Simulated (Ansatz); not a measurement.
Co$_{2}$Li$_{3}$Nb$_{3}$O$_{12}$:
```
Co2Li3Nb3O12
1.0
    5.06367     0.00000     0.00000
    2.44287     2.04595    -8.45208
    2.49614     4.84425     0.00000
Co Li Nb O
2 3 3 12
Direct
  0.82066   0.40641   0.94483
  0.51749   0.49295   0.48028
  0.33289   0.87800   0.45436
  0.56977   0.15034   0.69984
  0.07186   0.63370   0.20528
  0.24602   0.24795   0.25135
  0.73847   0.74253   0.73863
  0.00171   0.98843   0.99764
  0.47166   0.31305   0.38829
  0.97694   0.80605   0.88959
  0.94762   0.43243   0.25799
  0.46348   0.93420   0.75899
  0.58011   0.05801   0.13737
  0.09711   0.54208   0.65474
  0.02040   0.11368   0.57909
  0.52772   0.60789   0.10130
  0.55493   0.37203   0.82360
  0.03357   0.86052   0.33553
  0.09698   0.19165   0.99328
  0.59860   0.67211   0.52802
```
Starting moments (μB, in the order of the atoms Co Co Li Li Li Nb Nb Nb O O O O O O O O O O O O): 1.5 1.5 0.0 0.0 0.0 0.0 0.0 0.0 0.1 0.1 0.1 0.1 0.1 0.1 0.1 0.1 0.1 0.1 0.1 0.1.

Relaxed with PBE. Special points in fractions of this cell's reciprocal vectors: Γ (0.000, 0.000, 0.000); X (0.500, 0.000, 0.000); Y (0.000, 0.500, 0.000); Z (0.000, 0.000, 0.500); R (0.500, 0.500, 0.500); T (0.000, 0.500, 0.500); U (0.500, 0.000, 0.500); V (0.500, 0.500, 0.000).

Task: List the band energies nearest the valence-band maximum at these points for plane-wave PAW PBE (Ansatz code).

Result: In eV from the valence-band maximum; about four levels below and three above (degenerate sets whole), none deeper than 8.9 eV; points with the same levels are listed once.

```
k                      below           above
---  -----------------------  --------------
Γ ↑  -0.72 -0.58 -0.53 -0.20  1.05 1.17 2.14
X ↑  -0.75 -0.50 -0.36 -0.20  0.98 1.36 2.28
Y ↑  -0.69 -0.61 -0.54 -0.25  1.00 1.05 2.18
Z ↑   -0.90 -0.54 -0.26 0.00  1.19 1.46 2.32
R ↑  -0.73 -0.55 -0.41 -0.09  1.01 1.35 2.29
T ↑  -0.81 -0.63 -0.33 -0.05  1.11 1.44 2.33
U ↑  -0.72 -0.55 -0.41 -0.14  1.09 1.31 2.16
V ↑  -0.74 -0.51 -0.37 -0.26  0.98 1.37 2.18
Γ ↓  -0.62 -0.55 -0.42 -0.17  0.37 0.60 1.20
X ↓  -0.60 -0.41 -0.25 -0.19  0.30 0.55 1.18
Y ↓  -0.57 -0.54 -0.37 -0.15  0.42 0.56 1.14
Z ↓  -0.47 -0.44 -0.32 -0.25  0.37 0.65 1.21
R ↓  -0.66 -0.39 -0.23 -0.11  0.37 0.50 1.19
T ↓  -0.52 -0.46 -0.33 -0.25  0.40 0.62 1.17
U ↓  -0.64 -0.41 -0.24 -0.11  0.37 0.55 1.25
V ↓  -0.58 -0.39 -0.23 -0.21  0.32 0.53 1.20
```

Space group P1. The start of the workflow was typed in or built on a structure type; neither database checked (COD, Materials Project) lists it. Whether it is the stable phase at ambient conditions was not checked. The cell was relaxed with PBE under the symmetry of its start; its stability against distortions is not shown here. Spin order of the final state: ferromagnetic, chosen from 2 collinear starts compared on coarse meshes (ties went to the first, and starts can fall back to one state), not a proven ground state. No Hubbard U is applied. Scalar-relativistic: spin–orbit coupling is off unless named, which matters more the heavier the elements.

Potentials: the later of the program's two PAW sets.
